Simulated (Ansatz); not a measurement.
BaTiO3, a database entry at a rescaled volume

```
CELL_PARAMETERS angstrom
3.94771 0.00000 3.94771
0.00000 3.94771 0.00000
3.94771 0.00000 -3.94771
ATOMIC_POSITIONS crystal
Ba 0.00000 0.00000 0.00000
Ba 0.50000 0.00000 0.50000
Ti 0.00000 0.50000 0.50000
Ti 0.50000 0.50000 0.00000
O 0.25000 0.50000 0.75000
O 0.75000 0.50000 0.25000
O 0.00000 0.00000 0.50000
O 0.50000 0.00000 0.00000
O 0.25000 0.50000 0.25000
O 0.75000 0.50000 0.75000
```

The numbers come from plane-wave PAW DFT (Ansatz): PBE, with U_eff = 3.24 eV on Ti d (all-electron-ortho-atomic projectors), no spin polarisation, 420 eV, 5×7×5 Γ-centred k points, fermi-dirac occupations (width 0.019 eV). Nothing was relaxed.

(1) Which orbitals make up the band edges?

(2) What is the band gap?

(3) What does the stress say?

(4) Describe some of the short contacts.

(5) Are the atoms at rest?

Origin: a database entry at a rescaled volume. Caveats: atoms or cell far from equilibrium.

Results:

(1) Within 0.7 eV of the edges, the states project mainly on O p (94 %) below the gap and on Ti d (92 %) above it.

(2) The gap is 2.27 eV, indirect (the least direct gap found is 2.32 eV).

(3) The pressure is 11.0 GPa (compression positive), so with the atoms held at these fractions the cell would first expand.

(4) Ti–O at 1.97 Å: least valence density 0.68 e/Å³ and ELF 0.20 there. Ba–O at 2.79 Å: least valence density 0.19 e/Å³ and ELF 0.10 there, a closed-shell (ionic or weak) contact. These are pseudo-fields; inside the PAW spheres they differ from the all-electron ones.

(5) The forces vanish by the symmetry of the sites.
